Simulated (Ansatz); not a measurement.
Si$_{2}$Mo in space group P6_222 (No. 180; Si on 6j, Mo on 3d) at seven volumes, DFT-r²SCAN in the program Ansatz with PAW potentials, shape and atoms relaxed at each. One row is withheld.

| V (Å³/atom) | P (GPa) |
|---|---|
| 12.101 | 25.72 |
| 12.500 | 15.71 |
| 12.899 | 7.21 |
| 13.298 | 0.00 |
| 13.697 | -6.12 |
| 14.096 | -11.28 |
| 14.495 | ? |

Q: Fit the shown pressures and predict the withheld one.

A: P = (3/2)B₀(x^(7/2) − x^(5/2))[1 + (3/4)(B′ − 4)(x − 1)] with x = (V₀/V)^(2/3). Least squares on the six rows gives V₀ = 13.298 Å³/atom, B₀ = 221 GPa, B′ = 4.47. At V = 14.495, x = 0.9442 and P = -15.72 GPa. The run itself gave -15.64 GPa.

The first step of the workflow began from a Materials Project structure, measured or hypothetical; the Crystallography Open Database copy checked does not list it. It is not the phase usual at ambient conditions (space group No. 139). Symmetry was held in the r²SCAN relaxation; whether a distortion lowers the energy is not shown. No spin polarisation was allowed.

Potentials: the later of the program's two PAW sets.
